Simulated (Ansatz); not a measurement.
## Fields on a plane of CrCuO2 (delafossite type, space group R-3m)

```xyz
4
Lattice="1.4819 0.8556 5.6401 -1.4819 0.8556 5.6401 0.0000 -1.7111 5.6401" Properties=species:S:1:pos:R:3 pbc="T T T"
Cu     0.0000     0.0000     0.0000
Cr     0.0000     0.0000     8.4602
O      0.0000     0.0000     1.8295
O      0.0000     0.0000    15.0910
```

The slice is a (-1 1 0 4) plane (indices of the conventional cell) through the point (0.000, 0.000, 0.000) (fractional), spanned by u = [1 0 -1] and v = [1 -1 1] in vectors of this cell: u (2.96 Å) and v (6.60 Å, at 90° to u). It covers one period; positions are fractions (u, v).

Atoms on it: Cu at (0.00, 0.00); Cr at (0.00, 0.50). Other atoms lie within 1 Å of the plane.

These are PBEsol (plane waves to 420 eV, PAW, scalar-relativistic; Ansatz, a first-principles code) values and carry that method's errors. k mesh 13×13×13. Near the nuclei the fields are pseudised (PAW); where an atom keeps semicore shells as valence, they peak there. CrCuO2 is run spin-polarised and with no Hubbard U. CrCuO2 was relaxed with its symmetry unable to fall. Relaxed CrCuO2 ends ferromagnetic. Other magnetic orders were not checked, so this need not be the ground state.

```
|xxxx++::::::::..::::::::++xx|
|**++--::::::......::::::--++|
|::::::::..............::::::|
|..............  ............|
|..........          ........|
|====--::..          ..::--==|
|**++==::..          ..::==++|
|****==::..          ..::==**|
|++==--..              ..--==|
|::::::..              ..::::|
|..........          ........|
|::::::::....      ....::::::|
|******==::..........::==****|
|@@@@%%**--..........--**%%@@|
|xxxx@@##--....  ....--##@@xx|
|xxxx@@##--..      ..--##@@xx|
|xxxx@@##--....  ....--##@@xx|
|@@@@%%**--..........--**%%@@|
|******==::..........::==****|
|::::::::....      ....::::::|
|..........          ........|
|::::::..              ..::::|
|++==--..              ..--==|
|****==::..          ..::==**|
|**++==::..          ..::==++|
|====--::..          ..::--==|
|..........          ........|
|..............  ............|
|::::::::..............::::::|
|**++--::::::......::::::--++|
|xxxx++::::::::..::::::::++xx|
|xxxx++--::::::..::::::--++xx|
```
Scale: ten equal steps from 0.02 (start of ' ') to 0.78 (end of '@'), in the order ' .:-=+*#%@'. Values: ELF of the up spins. The map has 14 points along u (two characters each, u = 0 at the left) and 32 along v (v = 0 in the bottom row). Points within 0.4 Å of a nucleus are blanked (x), as the pseudised field means little there.

```
|xxxx4422221111111111222244xx|
|5544332222111111111122223344|
|2222221111111111111111112222|
|1111111111110000001111111111|
|1111111111000000000011111111|
|4433332211000000000011223333|
|6655442211000000000011224455|
|6666442211000000000011224466|
|5555332200000000000000223355|
|3322221100000000000000112222|
|1111110000000000000000001111|
|2222111100000000000000111122|
|6666553311111111111111335566|
|9999885511111111111111558899|
|xxxx9966220000110000226699xx|
|xxxx9977220000000000227799xx|
|xxxx9966220000110000226699xx|
|9999885511111111111111558899|
|6666553311111111111111335566|
|2222111100000000000000111122|
|1111110000000000000000001111|
|3322221100000000000000112222|
|5555332200000000000000223355|
|6666442211000000000011224466|
|6655442211000000000011224455|
|4433332211000000000011223333|
|1111111111000000000011111111|
|1111111111110000001111111111|
|2222221111111111111111112222|
|5544332222111111111122223344|
|xxxx4422221111111111222244xx|
|xxxx5522221111111111222255xx|
```
Scale: ten equal steps from 0.02 (start of '0') to 0.84 (end of '9'), in the order '0123456789'. Values: electron localisation function (ELF). The map has 14 points along u (two characters each, u = 0 at the left) and 32 along v (v = 0 in the bottom row). Points within 0.4 Å of a nucleus are blanked (x), as the pseudised field means little there.
